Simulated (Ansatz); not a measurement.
SiO₂ in space group Ama2 (No. 40; Si on 8c, O on 4a, O on 8c, O on 4b), LDA in the plane-wave PAW code Ansatz, all energies at zero smearing, with the estimated change up to a 700 eV cutoff added, with one set of potentials and settings (totals compare only within such a set). Cell of 12 atoms (4 Si, 8 O): -6890.805 eV.

| element | reference phase | E (eV/atom) |
|---|---|---|
| Si | Fd-3m, 2 atoms in the cell | -608.6481 |
| O | C2/m, 4 atoms in the cell, spin-polarised | -552.6518 |

Formation energy per atom, worked out: (-6890.805 − 4×(-608.6481) − 8×(-552.6518))/12 = -2.916 eV/atom (-281 kJ per mol of atoms), at 0 K, without zero-point energy or fitted corrections.

The first step of the workflow began from a Materials Project structure, measured or hypothetical; the Crystallography Open Database copy checked does not list it. It is not the phase usual at ambient conditions (space group No. 92, 152, 154). The LDA relaxation kept the symmetry of its start; phonons on a q-mesh show no instability. The references are the lowest solids computed at this level, not always the standard phases (solids in place of the gases).

Potentials: the later of the program's two PAW sets.
